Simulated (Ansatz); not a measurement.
Nb (fcc (Cu type), Fm-3m) at seven volumes, LDA in the plane-wave PAW code Ansatz, scaled uniformly. One row is withheld.

| V (Å³/atom) | P (GPa) |
|---|---|
| 16.134 | 20.32 |
| 16.666 | 12.60 |
| 17.198 | 5.87 |
| 17.730 | 0.00 |
| 18.262 | ? |
| 18.794 | -9.57 |
| 19.326 | -13.43 |

Fit the shown pressures and predict the withheld one.

Third-order Birch–Murnaghan: P = (3/2)B₀(x^(7/2) − x^(5/2))[1 + (3/4)(B′ − 4)(x − 1)] with x = (V₀/V)^(2/3). Least squares on the six rows gives V₀ = 17.731 Å³/atom, B₀ = 182.1 GPa, B′ = 3.58. At V = 18.262, x = 0.9805 and P = -5.10 GPa. The run itself gave -5.12 GPa.

The workflow started from an entry of the Crystallography Open Database (COD), which files this formula under 2 space groups. It is not the phase usual at ambient conditions (space group No. 229). The cell was relaxed with LDA under the symmetry of its start. At this level the phase is mechanically unstable. No spin polarisation was allowed.

Potentials: the earlier of the program's two PAW sets. The files were generated under PBE; for other functionals the program regenerates the frozen cores, and for LDA and PBEsol the local potential too.
